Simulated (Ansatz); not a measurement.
# Structures of KPb: which is lowest?

Plane-wave DFT in Ansatz with scalar-relativistic PAW potentials, cutoff 500 eV, Γ-centred meshes chosen by cell and gap, Gaussian smearing with energies taken to zero width. Every cell was relaxed (cell and atoms) in a run of its own, within the symmetry of its start. Functional: r2SCAN.

Relaxed structures (starts from databases or built by putting these elements on another compound's sites):
A. P-6m2, 2 atoms in the computed cell, a = 3.708 Å, c = 6.072 Å; sites (symmetry × multiplicity) K -6m2 × 1, Pb -6m2 × 1; start: built
B. Fm-3m, 2 atoms in the computed cell, a = 7.095 Å; sites (symmetry × multiplicity) K m-3m × 4, Pb m-3m × 4; start: built

Question: Rank them by energy. Could pressure change the order?

Answer:
| structure | group | E − E(lowest) (meV/atom) | V (Å³/atom) | gap on mesh (eV) |
| --- | --- | --- | --- | --- |
| A | P-6m2 | 0.0 | 36.15 | 0.00 |
| B | Fm-3m | 391 | 44.64 | 0.00 |

A is lowest, 391 meV/atom under B. The lowest is also the densest of these, so pressure wouldn't bring one of the others in at first order. Other structures may lie lower than all of these, and vibrations aren't counted.

Spin-orbit coupling is left out, which matters for the bands of heavy elements. For Tl, Pb and Bi spin-orbit coupling shifts energies too.